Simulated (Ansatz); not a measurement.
Calculated electric field gradients for Si3N4

The cell is an entry of the Crystallography Open Database (COD; perhaps a calculated or model structure) whose atoms were relaxed with PBE, the cell held.

Space group P6_3/m (No. 176); a = 7.6015, c = 2.9061 Å, γ = 120.00°.

| site | Wyckoff | site symmetry | x | y | z |
| --- | --- | --- | --- | --- | --- |
| Si | 6h | m.. | 0.7680 | 0.1741 | 0.2500 |
| N7 | 6h | m.. | 0.0300 | 0.3299 | 0.2500 |
| N13 | 2d | -6.. | 0.6667 | 0.3333 | 0.2500 |

One atom of each set is listed.

All values are calculated (Ansatz; DFT, r2SCAN, plane waves and PAW (field gradients read without the response of the frozen cores, which leaves them typically 4 to 6 % off), scalar-relativistic, 500 eV cutoff, Γ-centred 4×4×10 k-points, Fermi–Dirac smearing 0.02 eV), not measured.

C_Q = eQV_zz/h, which is 24.18 MHz for Q = 1 b and V_zz = 10²¹ V/m²; η = (V_xx − V_yy)/V_zz.

N-14: I = 1, Q = 20.44 mb. Q values from Pyykkö, Mol. Phys. 116, 1328 (2018).

(1) Give the quadrupolar parameters of the distinct sites.

## Answers

(1) 

```
site  atoms         first shell  V_zz (10²¹ V/m²)     η  C_Q (MHz)
  Si      6  4 N at 1.73–1.74 Å              0.89  0.25          –
  N7      6      3 Si at 1.74 Å             -5.15  0.08      -2.54
 N13      2      3 Si at 1.73 Å             -5.18  0.00      -2.56
```

An axis of threefold or higher order runs through N13, so V_zz lies along it and η is zero. At N7 V_zz stands upright on the plane through its three neighbours (within 3°).

Si has no stable isotope with a ground-state quadrupole moment in the table, so no C_Q is given.
